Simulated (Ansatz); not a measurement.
# Zr, one cell by several methods

```
CELL_PARAMETERS angstrom
3.23200 0.00000 0.00000
-1.61600 2.79899 0.00000
0.00000 0.00000 5.14700
ATOMIC_POSITIONS crystal
Zr 0.33333 0.66667 0.25000
Zr 0.66667 0.33333 0.75000
```

Atom numbers follow the list: Zr1, Zr2.

The cell comes from COD entry 9008523, which wasn't checked; take it as a given geometry.

All numbers are computed: DFT, PBEsol, PAW with Ansatz's default frozen-core files, scalar-relativistic (Ansatz 0.2.0); DFT, PBEsol, all-electron PAW with datasets made for the crystal, scalar-relativistic (Ansatz 0.2.0); DFT, PBEsol, all-electron LAPW, scalar-relativistic (Ansatz 0.2.0).

For PAW: a Γ-centred 13×13×7 k mesh, Fermi–Dirac smearing of 0.08 eV, cutoff 420 eV, no spin polarisation; the PAW files were made with PBE, and the program remakes their frozen cores for this functional. The crystal-made all-electron datasets (AE datasets) take a cutoff of 240 eV at this cell. LAPW targets a basis error of 1 meV/atom. The Ansatz runs share mesh, smearing and spin set-up. Plane-wave (PAW) pressures include the program's estimate of the Pulay term.

Stress and pressure are positive in compression.

Spin–orbit coupling is left out, which moves gradients at and beside heavy atoms by some per cent and at worst by a factor of two.

In a metal, gradients converge slowly with the k mesh: the values move by tens of per cent from one mesh to another, at times in sign, so only the comparison on one mesh counts.

Levels count from the Fermi level.

```
                             quantity     PAW  AE datasets    LAPW
                       pressure (GPa)   -3.27        -3.25   -3.25
                      stress xx (GPa)   -3.49        -3.47   -3.47
                      stress zz (GPa)   -2.84        -2.82   -2.82
       highest filled level at K (eV)  -1.123       -1.124  -1.124
         lowest empty level at K (eV)   0.271        0.271   0.271
       highest filled level at Γ (eV)  -3.030       -3.030  -3.030
         lowest empty level at Γ (eV)   0.866        0.866   0.866
       highest filled level at H (eV)  -0.012       -0.012  -0.012
field gradient Vzz at Zr1 (10²¹ V/m²)    4.23         4.23       –
```

PAW's pressure differs from the LAPW value by -0.02 GPa.
